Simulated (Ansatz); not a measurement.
**Does relaxation matter for the field gradients of CdS with Ba replacing Cd?**

Start: a supercell of CdS (wurtzite type, P6_3mc) built from a COD entry, with all atoms left at the host's positions.

```
Ba Cd S
1.0
     8.30000    0.00000    0.00000
    -6.22500   10.78202    0.00000
     0.00000    0.00000   13.47400
Ba Cd S
1 23 24
Direct
  0.16667 0.22222 0.00000
  0.16667 0.22222 0.50000
  0.16667 0.55556 0.00000
  0.16667 0.55556 0.50000
  0.16667 0.88889 0.00000
  0.16667 0.88889 0.50000
  0.66667 0.22222 0.00000
  0.66667 0.22222 0.50000
  0.66667 0.55556 0.00000
  0.66667 0.55556 0.50000
  0.66667 0.88889 0.00000
  0.66667 0.88889 0.50000
  0.33333 0.11111 0.25000
  0.33333 0.11111 0.75000
  0.33333 0.44444 0.25000
  0.33333 0.44444 0.75000
  0.33333 0.77778 0.25000
  0.33333 0.77778 0.75000
  0.83333 0.11111 0.25000
  0.83333 0.11111 0.75000
  0.83333 0.44444 0.25000
  0.83333 0.44444 0.75000
  0.83333 0.77778 0.25000
  0.83333 0.77778 0.75000
  0.16667 0.22222 0.18750
  0.16667 0.22222 0.68750
  0.16667 0.55556 0.18750
  0.16667 0.55556 0.68750
  0.16667 0.88889 0.18750
  0.16667 0.88889 0.68750
  0.66667 0.22222 0.18750
  0.66667 0.22222 0.68750
  0.66667 0.55556 0.18750
  0.66667 0.55556 0.68750
  0.66667 0.88889 0.18750
  0.66667 0.88889 0.68750
  0.33333 0.11111 0.43750
  0.33333 0.11111 0.93750
  0.33333 0.44444 0.43750
  0.33333 0.44444 0.93750
  0.33333 0.77778 0.43750
  0.33333 0.77778 0.93750
  0.83333 0.11111 0.43750
  0.83333 0.11111 0.93750
  0.83333 0.44444 0.43750
  0.83333 0.44444 0.93750
  0.83333 0.77778 0.43750
  0.83333 0.77778 0.93750
```

Sites (sets of like atoms) are named by element and the number of their first atom in this list.

Level of theory: DFT, PBE, plane waves and PAW, scalar-relativistic, 420 eV cutoff, Γ-centred 3×2×2 k-points, Fermi–Dirac smearing 0.01 eV (Ansatz 0.2.0).

The largest force at the start is 3.9 eV/Å. Relaxing the ions at fixed cell moves them by 0.981 Å at most (atom 1, Ba) and 0.251 Å rms.

```json
{"site": "Ba", "atom": "1", "moved (Å)": "0.981", "first shell before": "4 S at 2.53–2.54 Å", "first shell after": "4 S at 2.91–3.06 Å", "V_zz before (10²¹ V/m²)": "-0.47", "η before": "0.43"}
{"site": "Cd3", "atom": "3", "moved (Å)": "0.198", "first shell before": "4 S at 2.53–2.54 Å", "first shell after": "4 S at 2.45–2.56 Å", "V_zz before (10²¹ V/m²)": "-0.65", "η before": "0.22"}
{"site": "Cd5", "atom": "5", "moved (Å)": "0.221", "first shell before": "4 S at 2.53–2.54 Å", "first shell after": "4 S at 2.50–2.55 Å", "V_zz before (10²¹ V/m²)": "-0.50", "η before": "0.89"}
{"site": "Cd7", "atom": "7", "moved (Å)": "0.380", "first shell before": "4 S at 2.53–2.54 Å", "first shell after": "4 S at 2.47–2.59 Å", "V_zz before (10²¹ V/m²)": "-0.85", "η before": "0.64"}
{"site": "Cd9", "atom": "9", "moved (Å)": "0.144", "first shell before": "4 S at 2.53–2.54 Å", "first shell after": "4 S at 2.50–2.55 Å", "V_zz before (10²¹ V/m²)": "-0.57", "η before": "0.54"}
{"site": "Cd11", "atom": "11", "moved (Å)": "0.108", "first shell before": "4 S at 2.53–2.54 Å", "first shell after": "4 S at 2.50–2.55 Å", "V_zz before (10²¹ V/m²)": "-0.50", "η before": "0.71"}
{"site": "Cd13", "atom": "13", "moved (Å)": "0.262", "first shell before": "4 S at 2.53–2.54 Å", "first shell after": "4 S at 2.51–2.55 Å", "V_zz before (10²¹ V/m²)": "-0.70", "η before": "0.16"}
{"site": "Cd19", "atom": "19", "moved (Å)": "0.218", "first shell before": "4 S at 2.53–2.54 Å", "first shell after": "4 S at 2.51–2.57 Å", "V_zz before (10²¹ V/m²)": "-0.70", "η before": "0.16"}
{"site": "Cd15", "atom": "15", "moved (Å)": "0.212", "first shell before": "4 S at 2.53–2.54 Å", "first shell after": "4 S at 2.51–2.56 Å", "V_zz before (10²¹ V/m²)": "-0.66", "η before": "0.04"}
{"site": "Cd16", "atom": "16", "moved (Å)": "0.176", "first shell before": "4 S at 2.53–2.54 Å", "first shell after": "4 S at 2.52–2.53 Å", "V_zz before (10²¹ V/m²)": "-0.34", "η before": "0.17"}
{"site": "Cd20", "atom": "20", "moved (Å)": "0.189", "first shell before": "4 S at 2.53–2.54 Å", "first shell after": "4 S at 2.51–2.54 Å", "V_zz before (10²¹ V/m²)": "-0.35", "η before": "0.09"}
{"site": "S25", "atom": "25", "moved (Å)": "0.489", "first shell before": "1 Ba at 2.53 Å, 3 Cd at 2.54 Å", "first shell after": "3 Cd at 2.51–2.53 Å, 1 Ba at 2.92 Å", "V_zz before (10²¹ V/m²)": "-9.22", "η before": "0.00"}
{"site": "S38", "atom": "38", "moved (Å)": "0.478", "first shell before": "3 Cd at 2.53–2.54 Å, 1 Ba at 2.54 Å", "first shell after": "3 Cd at 2.47–2.54 Å; also 1 Ba at 3.06 Å", "V_zz before (10²¹ V/m²)": "-9.22", "η before": "0.02"}
{"site": "S40", "atom": "40", "moved (Å)": "0.494", "first shell before": "3 Cd at 2.53–2.54 Å, 1 Ba at 2.54 Å", "first shell after": "3 Cd at 2.50–2.52 Å, 1 Ba at 2.92 Å", "V_zz before (10²¹ V/m²)": "-8.99", "η before": "0.02"}
{"site": "S41", "atom": "41", "moved (Å)": "0.070", "first shell before": "4 Cd at 2.53–2.54 Å", "first shell after": "4 Cd at 2.53–2.54 Å", "V_zz before (10²¹ V/m²)": "0.23", "η before": "0.07"}
{"site": "S44", "atom": "44", "moved (Å)": "0.649", "first shell before": "3 Cd at 2.53–2.54 Å, 1 Ba at 2.54 Å", "first shell after": "3 Cd at 2.50–2.52 Å, 1 Ba at 2.91 Å", "V_zz before (10²¹ V/m²)": "-9.20", "η before": "0.02"}
```

Problem. How do the gradients change?

Solution. 

```csv
site,atom,V_zz after,η after,change of V_zz
Ba,1,10.57,0.35,–
Cd3,3,-5.12,0.82,–
Cd5,5,-4.06,0.73,–
Cd7,7,-6.60,0.75,–
Cd9,9,-3.58,0.29,-3.01
Cd11,11,-5.10,0.39,-4.60
Cd13,13,-3.14,0.50,-2.44
Cd19,19,-3.58,0.92,-2.88
Cd15,15,-2.99,0.98,-2.33
Cd16,16,3.26,0.44,–
Cd20,20,4.42,0.35,–
S25,25,-10.17,0.14,-0.95
S38,38,-3.99,0.18,+5.23
S40,40,-10.38,0.11,-1.39
S41,41,0.84,0.75,+0.61
S44,44,-10.74,0.10,-1.54
```

The largest change of V_zz along a kept axis is on S38, from -9.22 to -3.99. The whole tensor moves most on Ba, by 10.47 along its most changed direction. Small gradients that grow severalfold: Cd5 (-0.50 to -4.06), Ba (-0.47 to 10.57), Cd20 (-0.35 to 4.42), Cd16 (-0.34 to 3.26) and 20 more sites. Where |V_zz| stays above 0.1 and the axes keep their order, η moves most on Cd19, from 0.16 to 0.92. On S44, Cd13, Cd15, Cd9, S45, S33, S46, S30 (not all in the table) V_xx and V_yy change places (or their axes turn by over 50°), so the two values of η hide a larger change. V_zz changes sign on S33 (axis turned by 16°), S46 (axis turned by 37°) (not in the table). On Cd7, Cd3, Cd5, Ba, Cd20, Cd16, Cd17, Cd23 and 22 more sites (not all in the table) the largest principal value lies along another axis in the second run, so the two V_zz can't be compared directly. The table leaves out 32 of the 48 sites, with |V_zz| up to 2.47; their tensors move by 2.54 at most along any direction. The statements above cover all sites. The host's own positions weren't relaxed first, so part of the change far from the defect can be the host's relaxation.

The defect repeats with the cell of 48 atoms, so it feels its images: sites between two images don't show the values beside a lone defect, and zeros or small values of η there can come from the images' arrangement. Cd and S carry a gradient in the pure host already, so the values there aren't the defect's effect alone. The shape of the repeated cell lowers the symmetry of the defect's site from 3m to 1, so η and the spread among like neighbours partly reflect the cell. Without spin–orbit coupling (the program notes it for Ba and Cd) the gradients are little affected as a rule: paired runs on crystals with a gap mostly move them by under 2 % at such atoms.
Before: The neighbours have not yet relaxed around the defect (largest force 3.9 eV/Å), so the values at and beside it are those of a strained start, not of the defect in a real crystal.
